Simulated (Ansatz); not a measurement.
TlAgTe2:
```xyz
4
Lattice="-1.7006 1.7006 9.3530 1.7006 -1.7006 9.3530 1.7006 1.7006 -9.3530" Properties=species:S:1:pos:R:3 pbc="T T T"
Ag     0.0000     1.7006     4.6765
Tl     0.0000     0.0000     0.0000
Te     0.0000     0.0000     6.8315
Te     0.0000     0.0000    11.8746
```

Relaxed with LDA. Special points in fractions of this cell's reciprocal vectors: Γ (0.000, 0.000, 0.000); X (0.000, 0.000, 0.500); P (0.250, 0.250, 0.250); N (0.000, 0.500, 0.000); M (0.500, 0.500, -0.500); S (0.258, 0.742, -0.258); S0 (-0.258, 0.258, 0.258); R (-0.017, 0.017, 0.500); G (0.500, 0.500, -0.017).

**Question.** List the band energies nearest the Fermi level at these points for LDA in the plane-wave PAW code Ansatz.

**Answer.** In eV from the Fermi level; about four levels below and three above (degenerate sets whole), none deeper than 8.9 eV; points with the same levels are listed once.

```csv
k,below,above
Γ,-4.77 -4.77 -4.06 -3.53 -3.48,0.59 0.59 0.99 0.99
X,-3.25 -2.68 -1.24 -1.11,0.35 0.45 1.54
P,-3.11 -2.72 -1.26 -1.08,0.34 0.47 1.50
N,-4.26 -3.71 -3.02 -1.79,0.14 1.82 1.91
M,-4.76 -4.76 -4.06 -1.23,0.39 0.39 1.27 1.27
S,-4.38 -3.38 -3.09 -2.14,0.70 1.50 1.81
R,-3.24 -2.68 -1.24 -1.12,0.36 0.46 1.54
```

Space group I-4m2. The workflow started from an entry of the Crystallography Open Database (COD). Whether it is the stable phase at ambient conditions was not checked. The LDA relaxation kept the symmetry of its start; its stability against distortions is not shown here. No spin polarisation was allowed. Scalar-relativistic: spin–orbit coupling is off unless named, which matters more the heavier the elements.

Potentials: the later of the program's two PAW sets.
